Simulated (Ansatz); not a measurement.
GaSe (beta-GaS type, space group P6_3/mmc)

```
CELL_PARAMETERS angstrom
      3.76943     0.00000     0.00000
     -1.88472     3.26442     0.00000
      0.00000     0.00000    15.96417
ATOMIC_POSITIONS crystal
  Ga 0.33333 0.66667 0.17347
  Ga 0.66667 0.33333 0.67347
  Ga 0.66667 0.33333 0.82653
  Ga 0.33333 0.66667 0.32653
  Se 0.33333 0.66667 0.59965
  Se 0.66667 0.33333 0.09965
  Se 0.66667 0.33333 0.40035
  Se 0.33333 0.66667 0.90035
```

The volume is varied about the relaxed value V₀ at fixed cell shape. The atoms relax within the cell's symmetry.

All values below come from PBE-D3(BJ) (plane waves to 420 eV, PAW, scalar-relativistic; Ansatz, an electronic-structure program). k mesh 10×10×2 (Γ-centred), Fermi-Dirac smearing 0.05 eV. The energy includes the smearing's −TS. Compression counts positive. With the shape held, the modulus is that of even scaling; a crystal free to change shape is softer. GaSe was relaxed with its symmetry unable to fall. The PAW data are Ansatz's earlier set. ΔE is measured from the relaxed starting cell.

```
V (Å³/atom)  ΔE (meV/atom)
-----------  -------------
22.099                32.7
22.713                17.3
23.327            withheld
23.941                 1.7
24.555                 0.0
25.169                 1.6
25.783                 5.9
26.397                12.7
27.010                21.5
```

Question: Fit a third-order Birch-Murnaghan form (E₀, V₀, B₀, B₀′ free) to the given rows and predict ΔE at V = 23.327.

Answer: Least squares on the 8 given rows: ΔE = E₀ + (9V₀B₀/16)·y²·[2 + (B₀′ − 4)y], y = (V₀/V)^(2/3) − 1, with V₀ = 24.551 Å³/atom, B₀ = 34.24 GPa (160.2 GPa = 1 eV/Å³; the term in eV is multiplied by 1000), B₀′ = 5.36, E₀ = -0.01 meV/atom; root-mean-square residual 0.02 meV/atom. At 23.327 the fit gives 7.3 meV/atom; the calculation gives 7.3 meV/atom, the same to the digits shown. For the pressure the fit gives 2.01 GPa against the computed 2.02 GPa.

(Under strain, the slope of the energy per volume gives the stress and its curvature an elastic modulus.)
